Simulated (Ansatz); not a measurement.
One crystal and one scan (frozen-phonon scan) at two levels, r2SCAN (plane waves to 500 eV, PAW, scalar-relativistic; Ansatz, a first-principles code) and PBE (plane waves to 420 eV, PAW, scalar-relativistic; Ansatz), each from its own relaxed cell and on its own mesh. The cell shown is that of r2SCAN.

Ge (diamond)

```
Ge
1.0
    0.00000     5.67269     5.67269
    2.83635     0.00000     2.83635
    2.83635     2.83635     0.00000
Ge
4
Cartesian
  2.83635   2.83635   2.83635
  2.83635   5.67269   5.67269
  4.25452   4.25452   4.25452
  4.25452   7.09086   7.09086
```

A phonon eigenvector at L = (0.5, 0.0, 0.0) is frozen into this cell: atom i moves by Q times the vector below, so Q is the largest atomic displacement, in Å. The cell is held. It is one choice among 2 degenerate patterns. (q is in reciprocal vectors of the primitive cell; the cell shown is doubled to hold the pattern.)

| atom | x | y | z |
|---|---|---|---|
| Ge1 | 0.285 | -0.520 | 0.805 |
| Ge2 | -0.285 | 0.520 | -0.805 |
| Ge3 | -0.285 | 0.520 | -0.805 |
| Ge4 | 0.285 | -0.520 | 0.805 |

Ge was relaxed with its symmetry unable to fall. The PAW data are Ansatz's earlier set. As the smearing reaches across the gap at some points, energies and forces of such displacements shift with the k mesh and the smearing. With partly filled bands, energies and forces of such displacements shift with the k mesh and the smearing. Percentages come from the unrounded values.

Results of r2SCAN:

```
Item                                                                                                                                               Value
----------------------------------------------------------------------------------------  --------------------------------------------------------------
Lattice constant a (Å)                                                                                                                             5.673
Band gap of the relaxed cell, no spin-orbit coupling (eV)                                                                                           0.37
Harmonic wavenumber from the curvature (finite differences) (cm⁻¹ (negative: imaginary))                                                             282
Shape of the curve                                                                        a single well with its minimum at or next to zero displacement
```

Q: Estimate the PBE values.

A: 
```csv
quantity,PBE,r2SCAN − PBE
Lattice constant a (Å),5.762,-0.089 (-1.6 %)
"Band gap of the relaxed cell, no spin-orbit coupling (eV)",0.00,+0.37
Harmonic wavenumber from the curvature (finite differences) (cm⁻¹ (negative: imaginary)),264,+18 (+7 %)
```

r2SCAN gives the higher value for: band gap of the relaxed cell, no spin-orbit coupling; harmonic wavenumber from the curvature. r2SCAN gives the lower value for: lattice constant a. Both give the same shape of the curve: a single well with its minimum at or next to zero displacement.

(For displaced atoms, the force is minus the slope of the energy, and its curvature is a force constant, which sets phonon frequencies.)
